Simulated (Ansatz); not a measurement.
NiO (CsCl type, Pm-3m) under volume change, the program Ansatz at the PBE level (PAW), scaled uniformly.

```csv
V (Å³/atom),E − E(relaxed) (meV/atom),P (GPa)
7.994,…,…
8.258,21.2,13.70
8.521,5.0,6.28
8.785,0.0,0.01
9.048,…,…
9.312,17.0,-9.79
9.575,36.3,-13.58
```

**Question.** Some entries are withheld; supply them.

**Answer.** 
- 9.048, E − E(relaxed) (meV/atom): 4.5
- 9.048, P (GPa): -5.30
- 7.994, E − E(relaxed) (meV/atom): 50.8
- 7.994, P (GPa): 22.48

**Question.** What does a third-order Birch–Murnaghan fit give for V₀, B₀ and B′?

**Answer.** V₀ = 8.79 Å³/atom, B₀ = 192 GPa, B′ = 4.6.

The cell is a constructed one: a structure type filled with these elements; neither database checked (COD, Materials Project) lists it. It is not the phase usual at ambient conditions (space group No. 225). Symmetry was held in the PBE relaxation, as lowered by the spin order; whether a distortion lowers the energy is not shown. The final state is antiferromagnetic, chosen from 3 collinear starts compared on coarse meshes (ties went to the first, and starts can fall back to one state), not a proven ground state. Other orbital occupations within this spin state were not tried. No Hubbard U is applied.

Potentials: the later of the program's two PAW sets.
